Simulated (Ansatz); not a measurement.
MgS:
```xyz
2
Lattice="0.0000 2.6149 2.6149 2.6149 0.0000 2.6149 2.6149 2.6149 0.0000" Properties=species:S:1:pos:R:3 pbc="T T T"
Mg     0.0000     0.0000     0.0000
S      2.6149     2.6149     2.6149
```

Relaxed with PBE. Independent-particle spectrum: no excitons, no local fields, no scissors shift; 0.1 eV broadening; ε₁ of the summed bands alone.

Task: Tabulate the dielectric function from PBE (plane waves, PAW; program Ansatz).

Result: 

```csv
E (eV),ε₁ xx,ε₂ xx
0.0,5.86,0.00
0.4,5.88,0.00
0.8,5.94,0.00
1.2,6.04,0.00
1.6,6.19,0.00
2.0,6.40,0.00
2.4,6.69,0.00
2.8,7.09,0.00
3.2,7.66,0.00
3.6,8.68,0.11
4.0,9.64,0.64
4.4,11.70,1.28
4.8,13.34,3.75
5.2,15.54,10.06
5.6,10.61,13.36
6.0,5.92,19.23
6.4,-1.52,11.62
6.8,-0.14,7.29
7.2,1.60,8.82
7.6,-0.95,10.84
8.0,-2.97,9.06
8.4,-4.96,7.46
8.8,-4.46,4.55
9.2,-3.43,3.67
9.6,-3.05,3.28
10.0,-2.67,2.79
10.4,-2.62,2.55
10.8,-2.62,2.08
11.2,-2.22,1.64
11.6,-2.10,1.36
12.0,-1.79,1.08
```

Task: From ε at 3.9 eV (xx: 9.37 + 0.55i), find n, k, the normal reflectivity and the absorption coefficient.

Result: n = 3.06, k = 0.090, R = 26 %, α = 2kE/ħc = 36000 cm⁻¹.

With all bands, ε∞ without local fields is 5.90. DFPT, with local fields, gives 5.41.

Space group Fm-3m (rock salt). Symmetry was held in the PBE relaxation; phonons on a q-mesh show no instability.

Potentials: the later of the program's two PAW sets.
